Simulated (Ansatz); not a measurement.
Starting cell, Al (fcc, Cu type):

```
CELL_PARAMETERS angstrom
      4.03999     0.00000     0.00000
      0.00000     4.03999     0.00000
      0.00000     0.00000     4.03999
ATOMIC_POSITIONS crystal
  Al 0.00000 0.00000 0.00000
  Al 0.50000 0.50000 0.00000
  Al 0.50000 0.00000 0.50000
  Al 0.00000 0.50000 0.50000
```

In this cell atom 1 (Al, nearest neighbour Al at 2.857 Å; its periodic images, 4.0 Å or more away, move with it) is moved by u·(0.707, 0.707, 0.000) + v·(0.000, 0.000, 1.000); the rest is frozen.

Computed with PBE (plane waves to 420 eV, PAW, scalar-relativistic; Ansatz, a quantum-chemistry and plane-wave program). k mesh 9×9×9 (Γ-centred), Fermi-Dirac smearing 0.05 eV. The energy includes the smearing's −TS. With partly filled bands, energies and forces of such displacements shift with the k mesh and the smearing. On this mesh the relaxed cell isn't quite at rest: it carries a pressure of 0.2 GPa (compression positive) at the zero of the scan. Al was relaxed with its symmetry unable to fall. The PAW data are Ansatz's earlier set. The last digit holds for this mesh only.

Changes of ΔE (eV/cell) from the point u = 0.000 Å, v = 0.000 Å when one coordinate moves alone (two changes are said to add if the coupling is within 5 % of the smaller one, nearly so within 20 %):

```json
[
 {"point": "u = 0.000 Å, v = -0.940 Å", "change": "2.3061"},
 {"point": "u = 0.000 Å, v = -0.470 Å", "change": "0.5148"},
 {"point": "u = -0.940 Å, v = 0.000 Å", "change": "3.5050"},
 {"point": "u = -0.470 Å, v = 0.000 Å", "change": "0.5670"},
 {"point": "u = 0.470 Å, v = 0.000 Å", "change": "0.5670"},
 {"point": "u = 0.940 Å, v = 0.000 Å", "change": "3.5050"},
 {"point": "u = 0.000 Å, v = 0.470 Å", "change": "0.5148"},
 {"point": "u = 0.000 Å, v = 0.940 Å", "change": "2.3061"}
]
```

Problem. Do the two effects add at u = 0.940 Å, v = 0.940 Å? Give the computed change.

Solution. The sum of the single changes is 3.5050 + (2.3061) = 5.8111; the calculation gives 8.3574, so the coupling contributes 2.5463 (over 20 % of the smaller single change, not additive).

Problem. What is the change at u = 0.470 Å, v = 0.470 Å, where both move, and how far is it from the sum?

Solution. The sum of the single changes is 0.5670 + (0.5148) = 1.0818; the calculation gives 1.3010, so the coupling contributes 0.2192 (over 20 % of the smaller single change, not additive).

(A displaced cell: forces are minus the slopes of the energy, force constants its curvatures, and phonons follow from these.)
